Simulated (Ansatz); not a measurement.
Ni (fcc type), DFT, LDA, PAW with Ansatz's default frozen-core files, scalar-relativistic (Ansatz 0.2.0), on 1 thread of Arm Neoverse V1 (shared host).

Command: `ansatz run input.yaml --threads 1 --pin off --max-ram 3072MiB --backend cpu --events-out ev --progress --plain --runs-dir out`

```yaml
crystal:
  lattice:
    - [0.0, 1.5197124748, 1.5197124748]
    - [1.5197124748, 0.0, 1.5197124748]
    - [1.5197124748, 1.5197124748, 0.0]
  atoms:
    - { symbol: Ni, position: [0.0, 0.0, 0.0], spin: 1.0 }
magnetization:
  spin_polarized: true
kpoints:
  mp_grid: { grid: [21, 21, 21] }
scf:
  occupations: { method: fermi_dirac, width: 0.05 }
hamiltonian:
  xc: lda
  pseudopotentials: { kind: paw }
output:
  forces: true
  stress: true
  eigenvalues: true
  populations: true
```

(1) How large is the problem that the program sets up?

(2) About how long does it take?

## Answers

(1) 286 irreducible k-points, 137 plane waves at Γ, 14 bands.

(2) 8.4 s of wall time for 11 SCF iterations. Times on shared machines scatter by tens of per cent.
